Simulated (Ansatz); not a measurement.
Formation energy of AuCu3-type YbFe3

Method: PBE, scalar-relativistic; collinear spin; PAW, 420 eV, 8×8×8 k-mesh, Gaussian smearing of 0.05 eV; code Ansatz; PAW files: Ansatz's generated set soft_2.

The cell came from substitution into a structure type; no database entry of this phase was matched, which doesn't show that none exists.

The structure is cubic, space group Pm-3m (No. 221). Conventional cell: a = 3.915 Å, b = 3.915 Å, c = 3.915 Å, α = 90.00°, β = 90.00°, γ = 90.00°. Yb (site symmetry m-3m) has 12 Fe at 2.77 Å as nearest neighbours. Fe (site symmetry 4/mmm) is surrounded by 4 Yb at 2.77 Å and 8 Fe at 2.77 Å. (Shells end 15 % past the nearest neighbour.)

The elements were computed in their standard states with the same datasets, cutoff and functional. The compound's run is ferromagnetic, with site spin moments Yb 0.35; Fe 2.47 μB. Total energies depend on the potentials used, so only differences within one code and one set of settings carry meaning.

Energy of the relaxed cell (4 atoms, smearing extrapolated to zero): -27234.893 eV. Elements, in eV/atom: Yb -13795.026, Fe -4480.485.

Question: What is the formation energy?

Answer: [-27234.893 − (1 × -13795.026 + 3 × -4480.485)] / 4 = 0.40 eV/atom, or 38 kJ per mole of atoms.

The value is for 0 K, without zero-point energy. A positive value means that this structure is unstable even against the elements at this level.

Without a U the 4f levels of Yb lie too near the Fermi level, so their share of the states there, and what hangs on it, is overstated. For elements this heavy, spin–orbit coupling would shift levels and gaps; it isn't included here. Site moments are of spin, integrated over atomic spheres. The moments were started parallel, and the real magnetic order may be another.
